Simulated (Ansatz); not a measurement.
# CaO₂, first-principles data

CaO2:
```yaml
crystal:
  lattice:
    - [-1.62328, 1.62328, 3.37932]
    - [1.62328, -1.62328, 3.37932]
    - [1.62328, 1.62328, -3.37932]
  atoms:
    - { symbol: Ca, position: [0.50000, 0.50000, 0.00000] }
    - { symbol: O, position: [0.88984, 0.88984, 0.00000] }
    - { symbol: O, position: [0.11016, 0.11016, 0.00000] }
```

Space group I4/mmm (No. 139); conventional cell a = 3.2466 Å, b = 3.2466 Å, c = 6.7586 Å, α = 90.00°, β = 90.00°, γ = 90.00°.

Method: plane-wave PAW PBEsol (Ansatz code). The cell and atoms are relaxed at this level. Other levels are named where they apply.

**Cell and energy**

Volume per atom: 11.87 Å³
Density: 3.36 g/cm³
Formation energy from the elements (no fitted shifts): -1.92 eV/atom

**Electronic structure**

* **Band gap**: 2.98 eV (indirect)
* **Valence-band maximum**: on the M–S line, 62 % of the way from M
* **Conduction-band minimum**: on the Γ–M line, 70 % of the way from Γ (2 equivalent valleys)
* **Smallest direct gap on the standard path**: 3.02 eV
* **Electron effective mass**: 0.73, 2.5, 2.5 mₑ (principal values)
* **HSE06 gap on the PBEsol cell**: 5.05 eV

**Mechanics**

Bulk modulus (Birch–Murnaghan fit): 57.3 GPa
Pressure derivative B′: 11.5

**Dielectric response**

Electronic dielectric constant ε∞ (DFPT): 3.44 (xx = yy), 3.55 (zz)
Born charges (a third of the trace): Ca +2.58, O -1.29 e

**Phonons**

- Highest zone-centre frequency (without LO–TO term): 915 cm⁻¹
- Zone-centre stability: unstable, softest mode 94i cm⁻¹
- Dynamical stability on the path: unstable, down to 157i cm⁻¹

The workflow started from a Materials Project entry (that database holds measured and hypothetical structures alike); the Crystallography Open Database copy checked does not list it. Its standing as an ambient phase is unchecked. The cell was relaxed with PBEsol under the symmetry of its start. The references are the lowest solids computed at this level, not always the standard phases (solids in place of the gases).

Potentials: the later of the program's two PAW sets.
